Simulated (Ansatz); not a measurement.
## CdHg₂Te₃ (C2) at 3 levels of theory

One geometry, relaxed with PBE; plane waves with PAW potentials in Ansatz, scalar-relativistic. No spin polarisation. Gaps are the least over mesh and band path; pressure is positive in compression, and isn't given for hybrids.

```cif
data_structure
_symmetry_space_group_name_H-M 'C2'
_symmetry_Int_Tables_number 5
_cell_length_a 7.9113
_cell_length_b 4.9127
_cell_length_c 10.5334
_cell_angle_alpha 90.000
_cell_angle_beta 94.529
_cell_angle_gamma 90.000
_cell_volume 408.12
loop_
_atom_site_label
_atom_site_type_symbol
_atom_site_symmetry_multiplicity
_atom_site_Wyckoff_symbol
_atom_site_fract_x
_atom_site_fract_y
_atom_site_fract_z
_atom_site_occupancy
Cd1 Cd 2 b 0.50000 0.12006 0.50000 1
Hg1 Hg 4 c 0.34462 0.65686 0.83282 1
Te1 Te 4 c 0.26068 0.77400 0.34240 1
Te2 Te 2 a 0.50000 0.01823 0.00000 1
```

```csv
level,cutoff (eV),k mesh,gap (eV),pressure (GPa)
PBE,420,8×8×4,0.77,0.0
```

Problem. What comes out on the same cell with r2SCAN, HSE06?

Solution.
```json
{"level": "r2SCAN", "cutoff (eV)": "500", "k mesh": "8×8×4", "gap (eV)": "1.04", "pressure (GPa)": "-1.2"}
{"level": "HSE06", "cutoff (eV)": "420", "k mesh": "6×6×2", "gap (eV)": "1.35", "pressure (GPa)": "-"}
```

Spin-orbit coupling matters for the bands of heavy elements and is left out.

The cell was found from a structure generator's guess, not taken from experiment.
